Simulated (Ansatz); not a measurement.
With the program Ansatz at the PBE level (PAW), TaAl in the L1₀ or tetragonal B2 structure (P4/mmm) relaxes to a = 2.835 Å, c = 4.185 Å. Al has 12 nearest neighbours from 2.83 Å (cuboctahedral). Against the elements it lies at -0.22 eV/atom, with no fitted shifts.

Electronic character: metallic (no gap). Gap from PBE with spin–orbit coupling: none (metallic).

The bulk modulus is 156 GPa.

The start of the workflow was typed in or built on a structure type; neither database checked (COD, Materials Project) lists it. Whether it is the stable phase at ambient conditions was not checked. Symmetry was held in the PBE relaxation; its stability against distortions is not shown here. No spin polarisation was allowed. Axis ratios of metals converge slowly with the k-mesh, so a and c are less sure than the volume. The references are the lowest solids computed at this level, not always the standard phases. Spin–orbit coupling is left out wherever it is not named.

Potentials: the earlier of the program's two PAW sets.
